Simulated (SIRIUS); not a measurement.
A self-consistent single point of InSe (P-1, 4 atoms in the cell; from Materials Project mp-21405, changed as shown) with SIRIUS.

All values come from this method and carry its errors: SIRIUS with LDA (PW92), FP-LAPW (LAPW with two local orbitals a valence shell; core below -3 Ha), all-electron full potential with ZORA scalar-relativistic valence and Dirac core.

The change in words: lattice vector a scaled by 1.01. Reference geometry (C2/m):
```
CELL_PARAMETERS angstrom
      5.82639    -2.05465     0.00000
      5.82639     2.05465     0.00000
     -1.72323     0.00000     4.77135
ATOMIC_POSITIONS crystal
  In 0.11180 0.11180 0.95316
  In 0.88820 0.88820 0.04684
  Se 0.33907 0.33907 0.33104
  Se 0.66093 0.66093 0.66896
```

Reference input (self-consistent single point, DFT, LDA (PW92), FP-LAPW (LAPW with two local orbitals a valence shell; core below -3 Ha), all-electron full potential with ZORA scalar-relativistic valence and Dirac core): parameters.ngridk = 4 4 4; basis = LAPW with two local orbitals a valence shell, core below -3 Ha; unit_cell.atom_type_rmt = {In: 2.4, Se: 2.38} bohr; parameters.xc_functionals = [XC_LDA_X, XC_LDA_C_PW]; parameters.aw_cutoff = 7; parameters.pw_cutoff = 16 1/bohr; parameters.smearing = gaussian; parameters.smearing_width = 0.000367493 Ha; parameters.electronic_structure_method = full_potential_lapwlo; parameters.lmax_apw = 8; parameters.lmax_rho = 8; parameters.lmax_pot = 8. This run's input differs from it in these lines:

```diff
@@ -36,7 +36,7 @@
     "lattice_vectors": [
-      [0.9430779559, -0.3325718771, 0.0],
-      [0.9430779559, 0.3325718771, 0.0],
-      [-0.278927555, 0.0, 0.7723054978]
+      [0.9430779215, -0.332571782, 0.0],
+      [0.9337405084, 0.3292790715, 0.0],
+      [-0.2761658837, 0.0, 0.7646588744]
     ],
-    "lattice_vectors_scale": 11.674847,
+    "lattice_vectors_scale": 11.791596,
     "atom_coordinate_units": "A",
@@ -53,8 +53,8 @@
       "In": [
-        [-0.3397338911, -0.0, 4.5478618723],
-        [10.2692918911, -0.0, 0.2234901277]
+        [-0.3332199759, -0.0022970428, 4.5478618723],
+        [10.3210419759, -0.0182489572, 0.2234901277]
       ],
       "Se": [
-        [3.380652784, -0.0, 1.5795083661],
-        [6.548905216, -0.0, 3.1918436339]
+        [3.4004083585, -0.0069665322, 1.5795083661],
+        [6.5874136415, -0.0135794678, 3.1918436339]
       ]
```

Log, with long lists cut:

```
[find] density tolerance         : 1e-06
[find] total energy tolerance    : 1e-07
[find] iter_solver_tol (initial) : 0.01
[find] iter_solver_tol (target)  : 1e-13
[find] num_dft_iter              : 100
Charges and magnetic moments
--------------------------------------------------------------------------------
atom      charge    core leakage
--------------------------------------------------------------------------------
   0   47.053368    0.000000e+00
   1   47.053368    0.000000e+00
   2   32.253386    0.000000e+00
   3   32.253386    0.000000e+00

total core leakage    : 0.00000000e+00
interstitial charge   : 7.386492
   [... lines left out ...]
[find]    3   32.404089    6.821005e-05
[find] total core leakage    : 9.47518810e-04
[find] interstitial charge   : 7.415106
[find] total charge          : 165.999050
[find] Energy
[find] smearing (-TS)                 :      -0.00000000
[find] Total energy                   :  -16610.41520966 (Ha),  -33220.83041931 (Ry)
[find] Free energy (E-TS)             :  -16610.41520966 (Ha),  -33220.83041931 (Ry)
[find] band gap (eV)                  :       1.02729021
[find] Efermi                         :       0.11649859
[find] iteration : 16, RMS (target) : 8.4334e-07 (1.0000e-06) , energy difference (target) : -1.4370e-09 (1.0000e-07)
[find] converged after 17 SCF iterations!
Warning in function "check_num_electrons" at src/density/density.cpp:1179
wrong number of electrons
  obtained value : 165.999
  target value : 166
  difference : 0.000950405
  total core leakage : 0.000947519
    atom class : 0, core leakage : 0.000405549
    atom class : 1, core leakage : 6.82101e-05
[find] Charges and magnetic moments
[find] atom      charge    core leakage
[find]    0   46.887882    4.055494e-04
[find]    1   46.887882    4.055494e-04
[find]    2   32.404089    6.821005e-05
[find]    3   32.404089    6.821005e-05
[find] total core leakage    : 9.47518810e-04
[find] interstitial charge   : 7.415106
[find] total charge          : 165.999050
[find] Energy
[find] smearing (-TS)                 :      -0.00000000
   [... lines left out ...]
[find] Free energy (E-TS)             :  -16610.41520966 (Ha),  -33220.83041931 (Ry)
[find] band gap (eV)                  :       1.02729021
   [... lines left out ...]
[find] Efermi                         :       0.11649859
[ground_state] ==== total Forces in Ha/bohr =====
[ground_state] atom:    0, force:       0.0024304     -0.0010035     -0.0001562
[ground_state] atom:    1, force:      -0.0024304      0.0010035      0.0001562
[ground_state] atom:    2, force:       0.0000130     -0.0008425     -0.0028299
[ground_state] atom:    3, force:      -0.0000130      0.0008425      0.0028299
```

The run converged in 17 iterations. Against the reference run the free energy goes up by 5.5 meV/atom, the largest force goes from 0.093 to 0.152 eV/Å and the gap on the mesh goes from 1.055 to 1.027 eV.

The structure comes from a collection of computed structures, made at another level of theory; the collection holds predicted forms beside known ones. Values depend on the basis (sphere radii, cutoffs, local orbitals), which need not be converged.

Cost on one core: around 90 core-seconds (rough).

The gap that the log prints is read on the run's mesh, which can miss the band edges or a crossing.
